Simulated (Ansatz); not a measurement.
Computed with DFT PBE, scalar-relativistic, plane waves, PAW in Ansatz 0.2.0. All cells share a 420 eV cutoff and Γ-centred k meshes spaced at most about 0.3 Å⁻¹ (about 0.25 or finer for metals, 2π included). No spin polarisation in the final relaxations.

These are static total energies at zero pressure.

Two forms of Ga2SnO2 were relaxed alike.

A.

Space group P4/mmm (No. 123). a = 2.965 Å, b = 2.965 Å, c = 8.853 Å, α = 90.00°, β = 90.00°, γ = 90.00°
```csv
atom,site,symmetry,x,y,z
Ga,2h,4mm,0.5000,0.5000,0.3548
Sn,1a,4/mmm,0.0000,0.0000,0.0000
O,2g,4mm,0.0000,0.0000,0.7127
```

B.

Space group P6_3/mmc (No. 194). a = 3.174 Å, b = 3.174 Å, c = 19.060 Å, α = 90.00°, β = 90.00°, γ = 120.00°
```json
{"atom": "Ga", "site": "4f", "symmetry": "3m.", "x": "0.6667", "y": "0.3333", "z": "0.3855"}
{"atom": "Sn", "site": "2b", "symmetry": "-6m2", "x": "0.0000", "y": "0.0000", "z": "0.7500"}
{"atom": "O", "site": "4f", "symmetry": "3m.", "x": "0.6667", "y": "0.3333", "z": "0.5785"}
```

Problem. Which would you expect to be lower, and how large is the difference?

Solution. B is lower, by 154 meV/atom. A has space group P4/mmm (No. 123), 15.6 Å³/atom and no gap on its mesh; B has space group P6_3/mmc (No. 194), 16.6 Å³/atom and no gap. Counting O atoms around Ga and Sn (those within 1.25 times the shortest such distance or 1.15 times the sum of covalent radii; the shortest distance is added where it is long for a bond), A has Ga 4, Sn 2 from 2.5 Å and B has Ga 3, Sn 6 from 3.7 Å. In A, Ga has 4 O at 2.18 Å; around Sn lie 2 O at 2.54 Å and 4 Sn at 2.96 Å; O is surrounded by 4 Ga at 2.18 Å and 1 Sn at 2.54 Å. In B, Ga has 3 O at 1.96 Å, 3 Sn at 3.17 Å and 6 Ga at 3.17 Å; around Sn lie 6 Ga at 3.17 Å and 6 Sn at 3.17 Å; O has 3 Ga at 1.96 Å. Both come from invented guesses.

Weakly bound directions are ill-defined at this level, which has no dispersion term (P6_3/mmc), and this can change margins and order among such cells. Cells relaxed within their symmetry can be saddle points.
